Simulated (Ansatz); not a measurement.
Input file for Ansatz (a program for electronic structure):

Ansatz 0.2 input:
```yaml
crystal:
  lattice:
    - [4.7155980399, 2.7225517977, 1.888794475]
    - [-4.7155980399, 2.7225517977, 1.888794475]
    - [0.0, -5.4451035954, 1.888794475]
  atoms:
    - { symbol: Si, position: [0.0161383292, 0.7140614275, 0.5175459908] }
    - { symbol: Si, position: [0.9838616708, 0.2859385725, 0.4824540092] }
    - { symbol: Si, position: [0.5175459908, 0.0161383292, 0.7140614275] }
    - { symbol: Si, position: [0.4824540092, 0.9838616708, 0.2859385725] }
    - { symbol: Si, position: [0.7140614275, 0.5175459908, 0.0161383292] }
    - { symbol: Si, position: [0.2859385725, 0.4824540092, 0.9838616708] }
    - { symbol: Si, position: [0.712470043, 0.712470043, 0.712470043] }
    - { symbol: Si, position: [0.287529957, 0.287529957, 0.287529957] }
kpoints:
  mp_grid: { grid: [9, 9, 9] }
hamiltonian:
  xc: r2scan
  pseudopotentials: { kind: paw }
scf:
  occupations: { method: gaussian, width: 0.05 }
checkpoint: { read: metal.run }
output: { write_density: true, elf: true, volumetric_format: npy }
basis: { fft_grid_basis: typed }
```

Output (shortened):

```
Pseudopotential: Si, paw, valence charge 4
Functional definition: r2SCAN
Crystal: 8 atoms, lattice volume = 145.495 Å³
Basis set: ecut = 500 eV, 3673 PW (Γ), exchange–correlation on 180×180×180 points (64 copies of the dense FFT grid, shifted against one another)
Bands: 32, of which v1, the nominal top of the filled ones, is band 16 counted from 1 (15 counted from 0)
Symmetry: 6 space group operations
Space group: R-3 (ITA 148), of the structure as read, at distance tolerance 5.3e-5 Å
k-points: 125 of 729
Stability of the state it starts from, as read at its close in the unpolarized treatment …
iter 1 solved again at ethr=2.29e-7 eV; its pass at ethr=3.10e-3 eV (dr2=7.32e-5 eV) is discarded
SCF iter   1: F=—  HF=-5110.965715 eV  |F-HF|=—  |Δ(HF+E_count)|=         —  Δρ=2.41e-7  dr2=8.30e-11  dr2_τ=9.46e-13  ethr=2.29e-7  ⟨swp⟩=3.2  Hψ=33729  notcnv=0
preconditioner: auto → Resta (q_TF=auto, 2.120 Å⁻¹)
SCF iter   2: F=-5110.965715 eV  HF=-5110.965715 eV  |F-HF|=2.73e-12  |Δ(HF+E_count)|=   1.01e-7  Δρ=7.81e-8  dr2=8.71e-12  dr2_τ=7.59e-13  ethr=1.00e-12  ⟨swp⟩=7.5  Hψ=16481  notcnv=0
SCF 1 converged in 2 iterations: F = -5110.965715 eV  dr2 = 8.71e-12
SCF converged after 2 iterations
Free energy (F): -5110.965715 eV
Harris-Foulkes:  -5110.965715 eV  (|F-HF|=2.73e-12)
Internal energy: -5110.965686 eV  (E = F + TS)
E sigma→0 (E₀):  -5110.965700 eV
Entropy (-TS):   -0.000029 eV (-0.004 meV/atom)
Fermi energy:    7.617066 eV
--- Per-component energies (eV) ---
  E_band       = 61.731670
  E_kinetic    = 323.858423
  E_local      = -141.186534  (includes V_loc(G=0)·N_el)
  E_nonlocal   = 199.078190
  E_hartree    = 41.177147
  E_xc         = -412.627324
  E_vxc        = -398.700408  (∫ρ·V_xc dr)
  E_paw        = -4155.258322  (= ΣΔE_a)
  E_vpaw       = -19.173041  (= ΣTr[D̂ρ^β])
  E_aug_tail   = 0.000036  (compensation charges beyond the density's cutoff)
  E_vtau       = 15.500732  (kinetic-family band-sum trace: ∫τ·v_τ [+ j·A + Jᵃ·Aᵃ] dr)
  E_ewald      = -965.395838
  E_core_change = -0.611464  (= ΣΔE_core)
  E_smearing   = -0.000029  (= −TS)
  E_closure    =  0.000000  (closes the sum)
  Σ components = -5110.965715   (vs F -5110.965715, Δ=0.00e0)
  [band-id]    e_kinetic+e_local+e_nonlocal+2·e_hartree+e_vxc+e_vpaw+e_augmentation_tail+e_vtau = 61.731693   (vs E_band 61.731670, Δ=2.28e-5)
--- Band table (eV; the first three rows and the last of 125) ---
  k-point 0: bands = ["-5.8240", "-1.1768", "-0.7905", "-0.7905", "-0.5127", "0.7305", "0.7305", "0.8543", "2.4427", "2.4427", "3.0460", "3.3566", "3.3566", "6.0480", "6.0480", "6.6077", "9.5053", "9.7667", "9.7667", "11.7862", "11.7862", "12.4570", …
  k-point 1: bands = ["-5.7464", "-1.3930", "-1.1373", "-0.8386", "-0.5797", "0.6931", "0.8420", "1.1404", "2.2748", "2.6100", "3.3723", "3.6187", "3.8446", "5.7151", "5.8641", "6.4190", "9.7136", "10.0549", "10.1596", "11.1426", "11.3510", "11.7563", …
  k-point 2: bands = ["-5.5166", "-2.1122", "-1.4975", "-1.0138", "-0.6841", "0.5045", "1.0555", "1.8700", "2.2080", "3.1139", "3.9471", "4.2247", "4.8852", "5.0758", "5.2660", "6.3810", "9.6087", "9.9752", "10.1897", "10.6428", "11.0506", "11.5518", …
  k-point 124: bands = ["-3.5876", "-3.2595", "-2.8627", "-2.2106", "-1.5757", "-1.3231", "2.8024", "3.6747", "3.7635", "4.2266", "4.4110", "4.7820", "5.1239", "5.7674", "7.4062", "7.5335", "9.1365", "9.7781", "9.8597", "10.1965", "10.6149", "10.8917", …
```

Cost: very roughly 40 core-seconds on shared cores.

The first step of the workflow began from a Materials Project structure, measured or hypothetical; the Crystallography Open Database copy checked does not list it. It is not the phase usual at ambient conditions (space group No. 227). The cell was relaxed with r²SCAN under the symmetry of its start; whether a distortion lowers the energy is not shown.

Potentials: the later of the program's two PAW sets.

Ansatz is a plane-wave DFT program.
